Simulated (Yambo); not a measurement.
A G0W0@PBEsol run in Yambo for a free-standing BiBr3 monolayer (symmetry C2/m, slab cell 16.3 Å high) (2×2×1 Γ-centred k mesh, 206 bands and a 5 Ry block in the screening, 206 bands in G with the Bruneval-Gonze terminator, plasmon pole fitted at 27.2 eV, slab-truncated Coulomb interaction, stochastic integration of W near q = 0) gives these matrix elements, in eV, at the band edges ((-0.5, -0.5) → Γ):

```csv
state,E0,<Vxc>,<Σx>,<Σc(E0)>,Z
valence edge,0.000,-13.154,-15.617,1.513,0.800
conduction edge,2.982,-10.866,-7.788,-1.956,0.823
```

Q: Solve the linearised quasiparticle equation for both states, give the gap, and say how exchange and correlation each act on it.

A: E = E0 + Z(Σx + Σc − Vxc). Valence: 0.000 + 0.800 × (-15.617 + (1.513) − (-13.154)) = -0.76 eV. Conduction: 2.982 + 0.823 × (-7.788 + (-1.956) − (-10.866)) = 3.91 eV. The gap is 4.67 eV, against 2.98 eV in PBEsol. Replacing Vxc by bare exchange alone would open it by 5.54 eV; correlation takes back 3.47 eV of that, and Z scales what is left. Nearest settings tried, and what they do to the gap: 138 bands in G: +18 meV; 138 bands in W, 138 bands in G: +27 meV; 3 Ry block (445 vectors against 925): -72 meV. Not varied: mesh, cell height. So the settings aren't converged at that level. Spin-orbit coupling is left out; with 6p states at a band edge it can lower the gap by many tenths of an eV, most of a small gap.

The standard potential for Bi keeps a d shell in the valence without the s and p states of that shell. In tests on such compounds this moved G0W0 gaps by up to about 0.9 eV, so absolute quasiparticle energies here are unreliable; differences between settings are what counts.

Geometry relaxed with PBEsol; primitive cell a = b = 7.201 Å, c = 16.300 Å, α = β = 90.00°, γ = 119.93°.

This is a model layer cut from the bulk structure; whether it is stable on its own was not checked.
